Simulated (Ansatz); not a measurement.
SrO:
```cif
data_O2Sr2
_chemical_formula_sum 'Sr2 O2'
_space_group_name_H-M_alt 'P63/mmc'
_space_group_IT_number 194
_space_group_name_Hall '-P 6c 2c'
_cell_length_a 4.27006
_cell_length_b 4.27006
_cell_length_c 5.14440
_cell_angle_alpha 90.000
_cell_angle_beta 90.000
_cell_angle_gamma 120.000
loop_
_atom_site_label
_atom_site_type_symbol
_atom_site_symmetry_multiplicity
_atom_site_Wyckoff_symbol
_atom_site_fract_x
_atom_site_fract_y
_atom_site_fract_z
_atom_site_occupancy
Sr1 Sr 2 d 0.66667 0.33333 0.25000 1
O1 O 2 c 0.33333 0.66667 0.25000 1
```

Relaxed with r²SCAN.

Question: Which orbitals make up the states near the band edges in DFT-r²SCAN in the program Ansatz with PAW potentials?

Answer: Top 1 eV of the valence band: O 2p 92 %, outside the projected shells 5 %. Bottom 1 eV of the conduction band: Sr 5s 66 %, O 2s 14 %, O 2p 7 %, outside the projected shells 8 %. Projections are on Löwdin-orthogonalised atomic valence shells; empty p or d shells of many metals are not among them.

Question: Tabulate the density of states.

Answer: States/eV per cell of 4 atoms, in 0.25 eV bins, energy from the valence-band maximum.

```csv
E (eV),total,O 2p,Sr 5s,Sr 4p
-7.85,0.00,0.00,0.00,0.00
-7.60,0.00,0.00,0.00,0.00
-7.35,0.00,0.00,0.00,0.00
-7.10,0.00,0.00,0.00,0.00
-6.85,0.00,0.00,0.00,0.00
-6.60,0.00,0.00,0.00,0.00
-6.35,0.00,0.00,0.00,0.00
-6.10,0.00,0.00,0.00,0.00
-5.85,0.00,0.00,0.00,0.00
-5.60,0.00,0.00,0.00,0.00
-5.35,0.00,0.00,0.00,0.00
-5.10,0.00,0.00,0.00,0.00
-4.85,0.00,0.00,0.00,0.00
-4.60,0.00,0.00,0.00,0.00
-4.35,0.00,0.00,0.00,0.00
-4.10,0.00,0.00,0.00,0.00
-3.85,0.00,0.00,0.00,0.00
-3.60,0.00,0.00,0.00,0.00
-3.35,0.00,0.00,0.00,0.00
-3.10,0.00,0.00,0.00,0.00
-2.85,0.00,0.00,0.00,0.00
-2.60,0.00,0.00,0.00,0.00
-2.35,0.00,0.00,0.00,0.00
-2.10,0.00,0.00,0.00,0.00
-1.85,0.00,0.00,0.00,0.00
-1.60,2.14,1.74,0.29,0.01
-1.35,5.81,4.74,0.70,0.05
-1.10,6.14,5.22,0.51,0.07
-0.85,12.02,11.02,0.17,0.12
-0.60,8.80,8.14,0.02,0.17
-0.35,12.00,11.15,0.02,0.31
-0.10,1.08,1.03,0.00,0.02
0.15,0.00,0.00,0.00,0.00
0.40,0.00,0.00,0.00,0.00
0.65,0.00,0.00,0.00,0.00
0.90,0.00,0.00,0.00,0.00
1.15,0.00,0.00,0.00,0.00
1.40,0.00,0.00,0.00,0.00
1.65,0.00,0.00,0.00,0.00
1.90,0.00,0.00,0.00,0.00
2.15,0.00,0.00,0.00,0.00
2.40,0.00,0.00,0.00,0.00
2.65,0.00,0.00,0.00,0.00
2.90,0.00,0.00,0.00,0.00
3.15,0.03,0.00,0.02,0.00
3.40,0.10,0.00,0.07,0.00
3.65,0.16,0.01,0.10,0.00
3.90,0.22,0.02,0.14,0.00
4.15,0.50,0.04,0.20,0.00
4.40,1.39,0.10,0.38,0.01
4.65,2.84,0.27,0.84,0.02
4.90,2.81,0.23,0.67,0.02
5.15,2.53,0.20,0.55,0.01
5.40,2.26,0.17,0.49,0.01
5.65,1.35,0.10,0.39,0.01
5.90,0.95,0.05,0.26,0.00
6.15,0.80,0.02,0.14,0.00
6.40,0.93,0.02,0.10,0.00
6.65,1.19,0.02,0.03,0.00
6.90,1.16,0.02,0.02,0.00
7.15,1.08,0.03,0.03,0.00
7.40,1.58,0.04,0.16,0.00
7.65,2.81,0.06,0.49,0.00
7.90,3.23,0.09,0.56,0.01
```

Space group P6_3/mmc. The workflow started from a Materials Project entry (that database holds measured and hypothetical structures alike); the Crystallography Open Database copy checked does not list it. It is not the phase usual at ambient conditions (space group No. 225). Symmetry was held in the r²SCAN relaxation; phonons on a q-mesh show no instability. Spin–orbit coupling is left out wherever it is not named.

Potentials: the later of the program's two PAW sets.
